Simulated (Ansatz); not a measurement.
Here is the system:

Relaxed Zr (hcp, Mg type):

```xyz
2
Lattice="3.2316 0.0000 0.0000 -1.6158 2.7986 0.0000 0.0000 0.0000 5.1736" Properties=species:S:1:pos:R:3 pbc="T T T"
Zr     0.0000     1.8658     3.8802
Zr     1.6158     0.9329     1.2934
```

In each cell atom 2 (Zr, nearest neighbour Zr at 3.189 Å; its periodic images, 3.2 Å or more away, move with it) moves by s·(0.000, 0.000, 1.000) (along Cartesian z), the rest being held.

These are PBE (plane waves to 420 eV, PAW, scalar-relativistic; Ansatz, an electronic-structure program) values and carry that method's errors. k mesh 13×13×7 (Γ-centred), Fermi-Dirac smearing 0.05 eV. E stands for the smeared free energy. Left out: 4 of 11 points, with atoms too close for the PAW data. With partly filled bands, energies and forces of such displacements shift with the k mesh and the smearing. The PAW data are Ansatz's earlier set. Zr is run without spin polarisation. Zr was relaxed with its symmetry unable to fall. ΔE is measured from the undisplaced structure.

The scan covers s from -0.576 to 0.576 Å in 7 points.

**Question.** Is the energy the same for equal positive and negative displacements?

**Answer.** Even: the same for both signs. With its periodic images moving along, the atom's site symmetry in this cell is -6m2.

**Question.** What is the energy change at s = 0.576 Å?

**Answer.** 1027 meV/cell.

**Question.** What force acts on the atom along the line at s = -0.576 Å?

**Answer.** 4.25 eV/Å.

(A displaced cell: forces are minus the slopes of the energy, force constants its curvatures, and phonons follow from these.)
